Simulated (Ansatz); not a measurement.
ZrZn (CsCl type, Pm-3m) under volume change, DFT-r²SCAN in the program Ansatz with PAW potentials, scaled uniformly.

```
V (Å³/atom)  E − E(relaxed) (meV/atom)     P (GPa)
-----------  -------------------------  ----------
16.696                            62.5       13.15
17.246                            26.3        8.07
17.797                             6.2        3.72
18.347                             0.0        0.00
18.897                      (withheld)  (withheld)
19.448                      (withheld)  (withheld)
19.998                            45.7       -8.23
```

Question: Complete the blanks.

Answer: 
- 18.897, E − E(relaxed) (meV/atom): 5.6
- 18.897, P (GPa): -3.18
- 19.448, E − E(relaxed) (meV/atom): 21.3
- 19.448, P (GPa): -5.91

Question: What does a third-order Birch–Murnaghan fit give for V₀, B₀ and B′?

Answer: V₀ = 18.35 Å³/atom, B₀ = 114 GPa, B′ = 4.2.

The workflow started from an entry of the Crystallography Open Database (COD). Whether it is the stable phase at ambient conditions was not checked. The cell was relaxed with r²SCAN under the symmetry of its start; its stability against distortions is not shown here. The run is not spin-polarised.

Potentials: the later of the program's two PAW sets.
